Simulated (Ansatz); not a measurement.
Input, command and steps of an Ansatz relaxation.

```yaml
crystal:
  lattice:
    - [3.5196498929, 0.0, 0.0]
    - [0.0, 3.5196498929, 0.0]
    - [0.0, 0.0, 3.5196498929]
  atoms:
    - { symbol: Zn, position: [0.5, 0.5, 0.5] }
    - { symbol: Cu, position: [0.0, 0.0, 1.0] }
    - { symbol: H, position: [0.0, 0.5, 0.5] }
    - { symbol: H, position: [0.5, 0.0, 0.5] }
    - { symbol: H, position: [0.5, 0.5, 0.0] }
basis:
  ecutwfc: 420
kpoints:
  mp_grid: { grid: [8, 8, 8] }
hamiltonian:
  xc: pbe
scf:
  occupations: { method: gaussian, width: 0.1 }
output:
  forces: true
  stress: true
  eigenvalues: true
relax:
  adjacent_minimum: "off"
  f_tol: 0.025
  max_steps: 70
  cell: { stress_tol: 0.12 }
```

```bash
ansatz run input.yaml --threads 2 --pin off --max-ram 5120MiB --backend cpu --events-out ev --progress --plain --runs-dir out
```

Computed with DFT PBE, scalar-relativistic, plane waves, PAW in Ansatz.

Of 3 frames 3 are shown, positions in Å and forces in eV/Å; the SCF threshold varies from step to step. Steps run on the plane waves of an earlier cell, with a Pulay correction in the pressure. The basis is chosen afresh for the last frame, the zero of the energies, and can be on the way; energy and pressure step there, also at an unchanged geometry.

```xyz
5
Lattice="3.5196 0.0000 0.0000 0.0000 3.5196 0.0000 0.0000 0.0000 3.5196" Properties=species:S:1:pos:R:3:forces:R:3 pbc="T T T" step=1 free_energy_over_end_meV_per_atom=0.07 pressure_GPa=0.43
Zn    1.7598    1.7598    1.7598    0.0000    0.0000    0.0000
Cu    0.0000    0.0000    3.5196    0.0000    0.0000    0.0000
H     0.0000    1.7598    1.7598    0.0000    0.0000    0.0000
H     1.7598    0.0000    1.7598    0.0000    0.0000    0.0000
H     1.7598    1.7598    0.0000    0.0000    0.0000    0.0000
5
Lattice="3.5258 0.0000 0.0000 0.0000 3.5258 0.0000 0.0000 0.0000 3.5258" Properties=species:S:1:pos:R:3:forces:R:3 pbc="T T T" step=2 free_energy_over_end_meV_per_atom=0.07 pressure_GPa=0.06
Zn    1.7629    1.7629    1.7629    0.0000    0.0000    0.0000
Cu    0.0000    0.0000    3.5258    0.0000    0.0000    0.0000
H     0.0000    1.7629    1.7629    0.0000    0.0000    0.0000
H     1.7629    0.0000    1.7629    0.0000    0.0000    0.0000
H     1.7629    1.7629    0.0000    0.0000    0.0000    0.0000
5
Lattice="3.5258 0.0000 0.0000 0.0000 3.5258 0.0000 0.0000 0.0000 3.5258" Properties=species:S:1:pos:R:3:forces:R:3 pbc="T T T" step=3 free_energy_over_end_meV_per_atom=0.00 pressure_GPa=0.06
Zn    1.7629    1.7629    1.7629    0.0000    0.0000    0.0000
Cu    0.0000    0.0000    3.5258    0.0000    0.0000    0.0000
H     0.0000    1.7629    1.7629    0.0000    0.0000    0.0000
H     1.7629    0.0000    1.7629    0.0000    0.0000    0.0000
H     1.7629    1.7629    0.0000    0.0000    0.0000    0.0000
```

The run took 3.6 s on 2 threads of Arm Neoverse V1 (shared host), peak memory 0.35 GiB.